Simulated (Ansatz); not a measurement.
SiC:
Space group P6₃mc (No. 186); a = b = 3.0776 Å, c = 10.0763 Å, α = β = 90.00°, γ = 120.00°

```csv
atom,site,symmetry,x,y,z
Si,2a,3m.,0.0000,0.0000,0.0003
Si,2b,3m.,0.3333,0.6667,0.2502
C,2a,3m.,0.0000,0.0000,0.3129
C,2b,3m.,0.3333,0.6667,0.0622
```

Relaxed with r²SCAN.

Q: Decompose the optical modes at the zone centre into irreducible representations, and say which are infrared and Raman allowed.

A: Point group 6mm: Γ_opt = 3A1 + 4B1 + 3E1 + 4E2. Infrared: A1, E1. Raman: A1, E1, E2.

Q: Assign frequencies (DFPT, the program Ansatz at the r²SCAN level (PAW); without the LO–TO term).

A: E2 200, E2 207, E1 271, B1 404, B1 412, A1 613, E1 769, E2 779, A1 786, E2 788, E1 801, A1 845, B1 920, B1 929 cm⁻¹.

Subscripts of B labels follow the axes of the standard setting.

Space group P6_3mc (4H polytype). The cell was relaxed with r²SCAN under the symmetry of its start; phonons on a q-mesh show no instability.

Potentials: the later of the program's two PAW sets.
